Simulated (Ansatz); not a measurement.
# Counting bonds and constraints in disordered BC$_{6}$

A cell of 14 atoms, a random packing after short dynamics, relaxed. The calculation used Ansatz 0.2.0, DFT PBE, scalar-relativistic, plane waves, PAW.

Settings: cutoff 420 eV, Γ-centred mesh 7×8×7 on the computed 14-atom cell, Gaussian smearing of 0.10 eV; no spin polarisation.

```yaml
crystal:
  lattice:
    - [5.07591, 0.12417, 0.14772]
    - [0.07963, 4.02465, -0.28437]
    - [0.13084, -0.25040, 5.05379]
  atoms:
    - { symbol: C, position: [0.42760, 0.99255, 0.41276] }
    - { symbol: C, position: [0.54667, 0.18041, 0.92449] }
    - { symbol: C, position: [0.68269, 0.54429, 0.59770] }
    - { symbol: C, position: [0.10990, 0.60123, 0.23586] }
    - { symbol: C, position: [0.93792, 0.93713, 0.37204] }
    - { symbol: C, position: [0.16516, 0.60613, 0.73199] }
    - { symbol: C, position: [0.89629, 0.46623, 0.75238] }
    - { symbol: C, position: [0.68559, 0.81760, 0.45661] }
    - { symbol: C, position: [0.19073, 0.79040, 0.48504] }
    - { symbol: C, position: [0.39789, 0.00278, 0.10489] }
    - { symbol: C, position: [0.80700, 0.27256, 0.95570] }
    - { symbol: C, position: [0.23004, 0.75179, 0.00776] }
    - { symbol: B, position: [0.44148, 0.32293, 0.65930] }
    - { symbol: B, position: [0.97854, 0.24143, 0.19372] }
```

Pairs within 1.2 times the summed covalent radii count as bonded.

**Question.** Compare coordinations with the usual valences, and count constraints.

**Answer.**
| element | usual valence | atoms × bonds found |
| --- | --- | --- |
| B | 3 | 1×3, 1×4 |
| C | 4 | 7×3, 5×4 |

6 of 14 atoms have their usual valence (8 − N for groups 14 to 17, three for boron, one for hydrogen), 1 have more bonds and 7 fewer. The mean coordination is 3.43 against 3.86 by the rule. 71 % of the bonds join like atoms. Each atom with r bonds brings r/2 stretching and 2r − 3 bending constraints (no bending for r = 1): 5.57 per atom against 3 degrees of freedom, so by Maxwell counting the network is stressed rigid: without a crystal's symmetry not all bonds and angles can be satisfied, which shows as spread in angles. In carbon and in B–N networks three bonds with π bonding are a full valence too.

The final mesh leaves forces up to 0.10 eV/Å and stresses up to 0.5 GPa: the relaxation ran on a coarser mesh, so the cell's shape, its bonds and its energy belong partly to that mesh.

Cost: 6 runs of about 16 core-minutes in all (earlier runs that led there not counted), on Arm Neoverse V1 (shared hosts).